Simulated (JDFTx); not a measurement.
Al(100) slab cut from bulk Al (space group Fm-3m, indices of the conventional cell, lattice of the Materials Project entry mp-134, not re-optimised): 5 atoms in 5 planes, a (1×1) cell of 8.16 Å² (|a| = 2.856, |b| = 2.856 Å), 8.2 Å between the outermost planes, cell height 27.1 Å, 8×8×1 k mesh, Fermi smearing 0.01 Ha, no spin polarisation.

Adsorbate: O on both faces at 1.00 monolayer, started bridge and relaxed in vacuum, keeping the symmetry of the start.

Level of theory: PBE, GBRV ultrasoft potentials, plane waves to 20/100 Ha; code: a modified build of JDFTx. The adsorption energy per O is [E(slab + 2 O) − E(slab)]/2 − (E(H2O) − E(H2)), with the gas molecules relaxed at the same level and slab energies taken as (E + F)/2, the usual estimate of zero smearing. In reaction energies these potentials put H₂ about 0.03 eV too high against large-basis PBE. Energies are static: no zero-point or thermal terms. Reconstruction of the substrate beyond this cell is outside the model.

Question: Predict the adsorption energy and the geometry, and the change of the work function.

Answer: -0.97 eV. O sits 0.91 Å above the highest substrate atom, bound to 2 Al at 1.69 Å. The work function goes from 4.27 to 7.26 eV. In linear PCM (GLSSA13), water, 1 M NaCl, at zero charge, the adsorption energy is -0.99 eV and the potential of zero charge moves from -0.43 to 2.33 V vs SHE (4.44 V convention).
